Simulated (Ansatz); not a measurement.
CsPbCl₃:
```cif
data_Cl3CsPb
_chemical_formula_sum 'Cs1 Pb1 Cl3'
_space_group_name_H-M_alt 'P 1'
_space_group_IT_number 1
_cell_length_a 5.67138
_cell_length_b 5.67138
_cell_length_c 5.67138
_cell_angle_alpha 90.000
_cell_angle_beta 90.000
_cell_angle_gamma 90.000
loop_
_space_group_symop_operation_xyz
  'x, y, z'
loop_
_atom_site_label
_atom_site_type_symbol
_atom_site_fract_x
_atom_site_fract_y
_atom_site_fract_z
_atom_site_occupancy
Cs1 Cs 0.00000 0.00000 0.00000 1
Pb1 Pb 0.50000 0.50000 0.50000 1
Cl1 Cl 0.00000 0.50000 0.50000 1
Cl2 Cl 0.50000 0.50000 0.00000 1
Cl3 Cl 0.50000 0.00000 0.50000 1
```

Relaxed with r²SCAN. r²SCAN (plane waves, PAW; program Ansatz) gives a gap of 2.45 eV.

Q: What gap does HSE06 give on the same cell (Ansatz, PAW)?

A: 2.75 eV, 0.29 eV more. The hybrid was solved on a coarser mesh and at special points; its gap is the smallest among all of these.

| k | v1 r²SCAN | c1 r²SCAN | v1 HSE06 | c1 HSE06 |
|---|---|---|---|---|
| Γ | -2.47 | 3.98 | ___ | ___ |
| R | 0.00 | 2.45 | 0.00 | 2.75 |
| M | -0.80 | 3.01 | ___ | ___ |
| X | -1.66 | 3.49 | ___ | ___ |

Q: Top valence (v1) and lowest conduction level (c1) in eV from each method's valence maximum (which need not be a listed point): supply the withheld HSE06 values.

A: 
- Γ, v1 HSE06: -2.86
- Γ, c1 HSE06: 4.22
- X, v1 HSE06: -1.84
- X, c1 HSE06: 3.81
- M, v1 HSE06: -0.88
- M, c1 HSE06: 3.32

Cost on shared cores: the r²SCAN run (SCF on a 5×5×5 mesh, then bands and DOS) around 50 core-seconds (rough), the HSE06 run (SCF on 3×3×3, then a few points) very roughly 110 core-seconds; the tasks are unlike.

Space group Pm-3m (cubic perovskite). This is a known high-temperature phase of the composition, computed here at zero pressure and temperature. The r²SCAN relaxation kept the symmetry of its start; its stability against distortions is not shown here. Scalar-relativistic: spin–orbit coupling is off unless named, which matters more the heavier the elements.

Potentials: the later of the program's two PAW sets.
